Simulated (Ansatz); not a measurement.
Relaxed HfO₂ (tetragonal-ZrO2 type, space group P4_2/nmc):

```
HfO2
1.0
    7.20964     0.00000     0.00000
    3.60482     3.60482     0.00000
    0.00000     0.00000     5.26502
Hf O
4 8
Direct
  0.00000   0.00000   0.00000
  0.50000   0.00000   0.00000
  0.00000   0.50000   0.50000
  0.50000   0.50000   0.50000
  0.75000   0.50000   0.19324
  0.25000   0.50000   0.19324
  0.75000   0.50000   0.69324
  0.25000   0.50000   0.69324
  0.25000   0.00000   0.30676
  0.75000   0.00000   0.30676
  0.25000   0.00000   0.80676
  0.75000   0.00000   0.80676
```

The atoms are displaced by Q × the pattern below (from a DFPT mode at M = (0.5, 0.5, 0.0), largest move 1; Q in Å), at fixed cell. It is one choice among 2 degenerate patterns. (q is in reciprocal vectors of the primitive cell; the cell shown is doubled to hold the pattern.)

| atom | x | y | z |
|---|---|---|---|
| O5 | 0.912 | -0.411 | 0.000 |
| O6 | -0.912 | 0.411 | 0.000 |
| O7 | -0.437 | 0.857 | 0.000 |
| O8 | 0.437 | -0.857 | 0.000 |
| O9 | 0.857 | -0.437 | 0.000 |
| O10 | -0.857 | 0.437 | 0.000 |
| O11 | -0.411 | 0.912 | 0.000 |
| O12 | 0.411 | -0.912 | 0.000 |

Atoms not listed stay in place.

These are PBE (plane waves to 420 eV, PAW, scalar-relativistic; Ansatz, a quantum-chemistry and plane-wave program) values and carry that method's errors. k mesh 9×9×6 (Γ-centred), Fermi-Dirac smearing 0.05 eV. The energy includes the smearing's −TS. HfO2 is run without spin polarisation. HfO2 was relaxed with its symmetry unable to fall. Spin-orbit coupling is left out, though Hf is heavy. The PAW data are Ansatz's earlier set. This is a high-temperature form of HfO2. The zero of ΔE is the undisplaced structure.

| Q (Å) | ΔE (meV/cell) |
|---|---|
| -0.180 | withheld |
| -0.150 | 171.6 |
| -0.120 | 107.3 |
| -0.090 | 59.3 |
| -0.060 | 26.0 |
| -0.030 | 6.4 |
| 0.000 | 0.0 |
| 0.030 | 6.4 |
| 0.060 | 26.0 |
| 0.090 | 59.3 |
| 0.120 | 107.3 |
| 0.150 | 171.6 |
| 0.180 | withheld |

Task: Fit an even polynomial form (powers 2, 4) to the given rows and predict ΔE at Q = 0.180.

Result: Least squares on the 11 given rows: ΔE = (7144)·Q² + (21440)·Q⁴, in meV/cell with Q in Å; root-mean-square residual 0.02 meV/cell. At 0.180 the fit gives 254.0 meV/cell; the calculation gives 253.6 meV/cell, so the extrapolation is off by 0.4 (+0.2 %). The quadratic term alone would give 231.5 meV/cell.

(A displaced cell: forces are minus the slopes of the energy, force constants its curvatures, and phonons follow from these.)
